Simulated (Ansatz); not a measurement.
La:
```
CELL_PARAMETERS angstrom
      3.65249     0.00000     0.00000
     -1.82624     3.16315     0.00000
      0.00000     0.00000     5.97817
ATOMIC_POSITIONS crystal
  La 0.33333 0.66667 0.25000
  La 0.66667 0.33333 0.75000
```

Relaxed with PBEsol. Special points in fractions of this cell's reciprocal vectors: Γ (0.000, 0.000, 0.000); M (0.500, 0.000, 0.000); K (0.333, 0.333, 0.000); A (0.000, 0.000, 0.500); L (0.500, 0.000, 0.500); H (0.333, 0.333, 0.500).

Question: List the band energies nearest the Fermi level at these points for PBEsol in the plane-wave PAW code Ansatz.

Answer: In eV from the Fermi level; about four levels below and three above (degenerate sets whole), none deeper than 8.9 eV; points with the same levels are listed once.

```tsv
k	below	above
Γ	-3.15 -1.83	1.05 1.40 1.40
M	-1.76 -1.26 -1.18	1.34 1.38 1.40
K	-1.45	0.22 0.22 0.45
A	-1.81 -1.81	0.65 0.65 1.47 1.47 1.47 1.47
L	-1.78 -1.78 -0.50 -0.50	1.64 1.64 1.86 1.86
H	-0.72 -0.72 -0.22 -0.22	1.11 1.11 1.57 1.57
```

Space group P6_3/mmc (hcp (Mg type)). The workflow started from an entry of the Crystallography Open Database (COD). Its sites differ from those of the usual phase in this space group: another stacking or structure type. Symmetry was held in the PBEsol relaxation; its stability against distortions is not shown here. Scalar-relativistic: spin–orbit coupling is off unless named, which matters more the heavier the elements.

Potentials: the earlier of the program's two PAW sets. The files were generated under PBE; for other functionals the program regenerates the frozen cores, and for LDA and PBEsol the local potential too.
